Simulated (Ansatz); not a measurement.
Relaxed-ion elastic tensor of AlBRu3 (cubic perovskite, Pm-3m) in GPa (Voigt order), r²SCAN (plane waves, PAW; program Ansatz); density 8.67 g/cm³, 13.06 Å³ per atom.

```json
[
 {"": "1", "1": "485", "2": "121", "3": "121", "4": "0.0", "5": "0.0", "6": "0.0"},
 {"": "2", "1": "121", "2": "485", "3": "121", "4": "0.0", "5": "0.0", "6": "0.0"},
 {"": "3", "1": "121", "2": "121", "3": "485", "4": "0.0", "5": "0.0", "6": "0.0"},
 {"": "4", "1": "0.0", "2": "0.0", "3": "0.0", "4": "77.5", "5": "0.0", "6": "0.0"},
 {"": "5", "1": "0.0", "2": "0.0", "3": "0.0", "4": "0.0", "5": "77.5", "6": "0.0"},
 {"": "6", "1": "0.0", "2": "0.0", "3": "0.0", "4": "0.0", "5": "0.0", "6": "77.5"}
]
```

Q: Is the crystal mechanically stable?

A: Yes: the smallest eigenvalue of C is 77.5 GPa.

Q: Work out the Voigt, Reuss and Hill averages.

A: K_V = 243, K_R = 243, K_H = 243; G_V = 119, G_R = 101, G_H = 110 GPa.

Q: Give Young's modulus, Poisson's ratio, Pugh's ratio and the universal anisotropy index.

A: E = 9KG/(3K + G) = 287 GPa; ν = 0.30; K/G = 2.21 (ductile by the Pugh limit of 1.75); A_U = 5G_V/G_R + K_V/K_R − 6 = 0.93.

Q: Estimate the sound speeds and the Debye temperature.

A: v_l = √((K + 4G/3)/ρ) = 6700 m/s, v_t = √(G/ρ) = 3560 m/s, mean 3980 m/s; Θ = (h/k)(3n/4πV)^(1/3) v_m = 503 K.

Q: Give the Zener ratio and Young's modulus along [100], [110] and [111].

A: A = 2C44/(C11 − C12) = 0.43; 1/E = S11 − 2(S11 − S12 − S44/2)Γ with Γ = 0, 1/4, 1/3 gives 437, 241, 210 GPa.

The start of the workflow was typed in or built on a structure type; neither database checked (COD, Materials Project) lists it. Whether it is the stable phase at ambient conditions was not checked. Symmetry was held in the r²SCAN relaxation; its stability against distortions is not shown here. The run is not spin-polarised. The volume moved by -15 % from the start of the relaxation. As this level gives no gap, shear constants depend on the k-mesh and smearing (Fermi–Dirac, 0.1 eV here).

Potentials: the earlier of the program's two PAW sets.
